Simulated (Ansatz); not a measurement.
Starting cell, KTaO$_{3}$ (cubic perovskite):

```
CELL_PARAMETERS angstrom
      4.02318     0.00000     0.00000
      0.00000     4.02318     0.00000
      0.00000     0.00000     4.02318
ATOMIC_POSITIONS crystal
  K  0.00000 0.00000 0.00000
  Ta 0.50000 0.50000 0.50000
  O  0.00000 0.50000 0.50000
  O  0.50000 0.50000 0.00000
  O  0.50000 0.00000 0.50000
```

In this cell atom 1 (K, nearest neighbour O at 2.845 Å; its periodic images, 4.0 Å or more away, move with it) is moved by s towards the nearest neighbour, unit vector (-0.707, -0.707, 0.000); all other atoms and the cell stay fixed.

Calculation: PBE (plane waves to 420 eV, PAW, scalar-relativistic; Ansatz, a first-principles code). k mesh 7×7×7 (Γ-centred), Fermi-Dirac smearing 0.05 eV. The energy includes the smearing's −TS. KTaO3 is run without spin polarisation. KTaO3 was relaxed with its symmetry unable to fall. Spin-orbit coupling is left out, though Ta is heavy. The PAW data are Ansatz's earlier set. The zero of ΔE is the undisplaced structure.

| s (Å) | ΔE (meV/cell) |
|---|---|
| -0.280 | 157.2 |
| -0.224 | 98.5 |
| -0.168 | 54.5 |
| -0.112 | withheld |
| -0.056 | 5.9 |
| 0.000 | 0.0 |
| 0.056 | 5.9 |
| 0.112 | withheld |
| 0.168 | 54.5 |
| 0.224 | 98.5 |
| 0.280 | 157.2 |

Problem. Fit an even polynomial form (powers 2, 4) to the given rows and predict ΔE at s = -0.112.

Solution. Least squares on the 9 given rows: ΔE = (1889)·s² + (1485)·s⁴, in meV/cell with s in Å; root-mean-square residual 0.02 meV/cell. At -0.112 the fit gives 23.9 meV/cell; the calculation gives 23.9 meV/cell, the same to the digits shown. The quadratic term alone would give 23.7 meV/cell.

(A displaced cell: forces are minus the slopes of the energy, force constants its curvatures, and phonons follow from these.)
